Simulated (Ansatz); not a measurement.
## PtS2, one cell by several methods

```
Pt S
1.0
     3.54320    0.00000    0.00000
    -1.77160    3.06850    0.00000
     0.00000    0.00000    5.03880
Pt S
1 2
Direct
  0.00000 0.00000 0.00000
  0.33333 0.66667 0.25000
  0.66667 0.33333 0.75000
```

Atom numbers follow the list: Pt1, S2, S3.

The conventional cell has a = 3.543 Å, b = 3.543 Å, c = 5.039 Å, α = 90.00°, β = 90.00°, γ = 120.00°. Around Pt (atom 1) lie 6 S at 2.40 Å. S (atom 2) has 3 Pt at 2.40 Å as nearest neighbours.

The cell is COD entry 1534743, as deposited and not checked against the literature; nothing was relaxed. Its inner coordinates are ideal values, not refined ones.

No spin–orbit coupling, which matters for the heavy atoms here.

Levels of theory: DFT, PBE, PAW with Ansatz's default frozen-core files, scalar-relativistic (Ansatz 0.2.0); DFT, PBE, all-electron PAW with datasets made for the crystal, scalar-relativistic (Ansatz 0.2.0); DFT, PBE, all-electron LAPW, scalar-relativistic (Ansatz 0.2.0).

For PAW: a Γ-centred 12×12×7 k mesh, Fermi–Dirac smearing of 0.08 eV, cutoff 420 eV, no spin polarisation. The crystal-made all-electron datasets (AE datasets) take a cutoff of 300 eV at this cell. LAPW targets a basis error of 1 meV/atom. The Ansatz runs share mesh, smearing and spin set-up. Plane-wave (PAW) pressures include the program's estimate of the Pulay term.

Stress and pressure are positive in compression.

Levels count from the top of the valence band.

```
                      quantity     PAW  AE datasets    LAPW
                pressure (GPa)    2.38         2.39    2.40
               stress xx (GPa)    3.32         3.34    3.34
               stress zz (GPa)    0.49         0.50    0.51
         force on S2, z (eV/Å)  -0.326       -0.327  -0.327
                 band gap (eV)   0.514        0.518   0.519
highest filled level at A (eV)  -1.270       -1.275  -1.275
  lowest empty level at A (eV)   2.439        2.442   2.442
highest filled level at K (eV)  -1.444       -1.442  -1.442
  lowest empty level at K (eV)   0.556        0.560   0.560
highest filled level at L (eV)  -1.495       -1.498  -1.498
  lowest empty level at L (eV)   1.380        1.382   1.383
```

PAW's pressure differs from the LAPW value by -0.02 GPa. Datasets made for the crystal and LAPW share parts of one code, so their agreement isn't an independent check.
